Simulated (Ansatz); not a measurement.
Equation of state of LiF and its gap

A database entry relaxed whole under r2SCAN (Fm-3m):

```
CELL_PARAMETERS angstrom
0.00000 1.99464 1.99464
1.99464 0.00000 1.99464
1.99464 1.99464 0.00000
ATOMIC_POSITIONS crystal
Li 0.00000 0.00000 0.00000
F 0.50000 0.50000 0.50000
```

The cell was scaled uniformly, its shape held, and the atoms relaxed at each volume with plane-wave PAW DFT (Ansatz 0.2.0; r2SCAN, 500 eV, 12×12×12 Γ-centred mesh, fermi-dirac occupations of width 0.020 eV; no spin, no spin-orbit coupling). One row is withheld.

| volume (Å³/atom) | energy over the lowest (meV/atom) | pressure (GPa) | gap over mesh and path (eV) |
| --- | --- | --- | --- |
| 7.460 | 7.7 | 5.49 | 10.967 |
| 7.618 | 3.3 | 3.47 | 10.748 |
| 7.777 | 0.8 | 1.65 | 10.541 |
| 7.936 | 0.0 | 0.02 | 10.342 |
| 8.095 | 0.7 | -1.46 | 10.154 |
| 8.253 | ? | ? | ? |
| 8.412 | 6.2 | -3.98 | 9.800 |

Question: Fit the pressures of the other rows to the third-order Birch-Murnaghan form.

Answer: With f = [(V₀/V)^(2/3) − 1]/2 and P = 3B₀f(1 + 2f)^(5/2)[1 + 3(B₀′ − 4)f/2], least squares gives V₀ = 7.94 Å³ an atom, B₀ = 77.5 GPa and B₀′ = 4.2; the rows miss the fit by less than 0.01 GPa. The slope of the energies differs from these pressures by less than 0.05 GPa.

Question: How does the gap move with volume?

Answer: A parabola in ln(V/V₀) through the other rows has the slope dE_g/d ln V = -9.7 eV at V₀, so by B₀ the gap moves by +125 meV a GPa: it widens under pressure.

Question: What does the withheld row hold?

Answer: The fit gives -2.78 GPa at 8.253 Å³; the run gave -2.78 GPa and 2.8 meV an atom. Its gap is 9.973 eV, against 9.972 eV from the parabola.

Caveats: the shape of the cell was held; 0 K, fixed nuclei; the symmetry was kept, and this need not be the phase that is stable at 0 K; one mesh for all volumes; r2SCAN gaps lie as a rule under measured ones; the slope of the gap can be off by tens of per cent, more where shallow d levels or spin-orbit coupling act on the edges; pressure is positive in compression.
